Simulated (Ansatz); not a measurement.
Here is the system:

Si3N4:
Space group P6₃/m (No. 176); a = 7.6057 Å, b = 7.6057 Å, c = 2.9057 Å, α = 90.00°, β = 90.00°, γ = 120.00°

```csv
atom,site,symmetry,x,y,z
Si,6h,m..,0.2307,0.4060,0.2500
N,6h,m..,0.3303,0.0313,0.2500
N,2c,-6..,0.3333,0.6667,0.2500
```

This is the r²SCAN-relaxed structure.

All from r²SCAN (plane waves, PAW; program Ansatz), unless another level is named. Estimate the band gap.

4.99 eV (indirect).

Next, the smallest direct gap on the standard path?

5.20 eV.

Next, the weight of the conduction-edge state by species (Voronoi cells)?

Si 58 %, N 42 %.

Space group P6_3/m. The cell was relaxed with r²SCAN under the symmetry of its start.

Potentials: the later of the program's two PAW sets.
